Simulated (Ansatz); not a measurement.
Input:

WC:
```cif
data_CW
_chemical_formula_sum 'W1 C1'
_space_group_name_H-M_alt 'P-6m2'
_space_group_IT_number 187
_space_group_name_Hall 'P -6 2'
_cell_length_a 2.88399
_cell_length_b 2.88399
_cell_length_c 2.81218
_cell_angle_alpha 90.000
_cell_angle_beta 90.000
_cell_angle_gamma 120.000
loop_
_atom_site_label
_atom_site_type_symbol
_atom_site_symmetry_multiplicity
_atom_site_Wyckoff_symbol
_atom_site_fract_x
_atom_site_fract_y
_atom_site_fract_z
_atom_site_occupancy
W1 W 1 a 0.00000 0.00000 0.00000 1
C1 C 1 f 0.66667 0.33333 0.50000 1
```

This is the LDA-relaxed structure.

Task: All from plane-wave PAW LDA (Ansatz code), unless another level is named. Predict the electronic character.

Result: metallic (no gap).

Task: Predict the formation energy from the elements (no fitted shifts).

Result: -0.25 eV/atom.

Task: Predict the density of states at the Fermi level.

Result: 0.15 states/eV per atom (mean over ±0.08 eV).

Symmetry was held in the LDA relaxation. No spin polarisation was allowed. The references are the lowest solids computed at this level, not always the standard phases. Spin–orbit coupling is left out wherever it is not named.

Potentials: the earlier of the program's two PAW sets. The files were generated under PBE; for other functionals the program regenerates the frozen cores, and for LDA and PBEsol the local potential too.
